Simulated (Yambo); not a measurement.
```cif
data_Mg4O4
_chemical_formula_sum 'O4 Mg4'
_space_group_name_H-M_alt 'Fm-3m'
_space_group_IT_number 225
_space_group_name_Hall '-F 4 2 3'
_cell_length_a 4.21284
_cell_length_b 4.21284
_cell_length_c 4.21284
_cell_angle_alpha 90.000
_cell_angle_beta 90.000
_cell_angle_gamma 90.000
loop_
_atom_site_label
_atom_site_type_symbol
_atom_site_symmetry_multiplicity
_atom_site_Wyckoff_symbol
_atom_site_fract_x
_atom_site_fract_y
_atom_site_fract_z
_atom_site_occupancy
O1 O 4 b 0.50000 0.50000 0.50000 1
Mg1 Mg 4 a 0.00000 0.00000 0.00000 1
```
(The calculation used a cell of 2 atoms; values per cell refer to that cell.)

MgO (rock salt, space group Fm-3m, No. 225) under isotropic strain (on all lattice vectors), counted from the cell relaxed with PBEsol, atoms relaxed at each step. norm-conserving PBEsol (Quantum ESPRESSO, 84 Ry, no spin-orbit coupling); G0W0 in Yambo (6×6×6 Γ-centred k mesh, bands 2 to 71 and a 14 Ry block in the screening, 71 bands in G with the Bruneval-Gonze terminator, plasmon pole fitted at 27.2 eV).

Unstrained, the direct gap at Γ is 4.66 eV in PBEsol and 7.21 eV in G0W0.

Q: How fast does it move with strain?

A: Between -0.7 % and +1 % the direct gap at Γ has a volume deformation potential dE/dlnV of -12 eV in G0W0 and -9.6 eV in PBEsol. (G0W0: 7.468 eV at -0.7 %, 6.859 eV at +1 %; Δ ln V = 3 ln(1.01/0.993) = 0.0509.) Convergence of the GW settings isn't established.
